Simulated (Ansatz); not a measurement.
Relaxed-ion elastic tensor of Be (bcc (W type), Im-3m) in GPa (Voigt order), LDA in the plane-wave PAW code Ansatz; density 2.01 g/cm³, 7.45 Å³ per atom.

```csv
,1,2,3,4,5,6
1,187,106,106,0.0,0.0,0.0
2,106,187,106,0.0,0.0,0.0
3,106,106,187,0.0,0.0,0.0
4,0.0,0.0,0.0,227,0.0,0.0
5,0.0,0.0,0.0,0.0,227,0.0
6,0.0,0.0,0.0,0.0,0.0,227
```

### Question
Is the crystal mechanically stable?

### Answer
Yes: the smallest eigenvalue of C is 81.5 GPa.

### Question
Work out the Voigt, Reuss and Hill averages.

### Answer
K_V = 133, K_R = 133, K_H = 133; G_V = 152, G_R = 80.3, G_H = 116 GPa.

### Question
Give Young's modulus, Poisson's ratio, Pugh's ratio and the universal anisotropy index.

### Answer
E = 9KG/(3K + G) = 270 GPa; ν = 0.16; K/G = 1.14 (brittle by the Pugh limit of 1.75); A_U = 5G_V/G_R + K_V/K_R − 6 = 4.49.

### Question
Estimate the sound speeds and the Debye temperature.

### Answer
v_l = √((K + 4G/3)/ρ) = 12000 m/s, v_t = √(G/ρ) = 7610 m/s, mean 8370 m/s; Θ = (h/k)(3n/4πV)^(1/3) v_m = 1280 K.

### Question
Give the Zener ratio and Young's modulus along [100], [110] and [111].

### Answer
A = 2C44/(C11 − C12) = 5.56; 1/E = S11 − 2(S11 − S12 − S44/2)Γ with Γ = 0, 1/4, 1/3 gives 111, 251, 434 GPa.

The first step of the workflow began from a Materials Project structure, measured or hypothetical; the Crystallography Open Database copy checked does not list it. It is not the phase usual at ambient conditions (space group No. 194). Symmetry was held in the LDA relaxation; its stability against distortions is not shown here. As this level gives no gap, shear constants depend on the k-mesh and smearing (Fermi–Dirac, 0.1 eV here).

Potentials: the earlier of the program's two PAW sets.
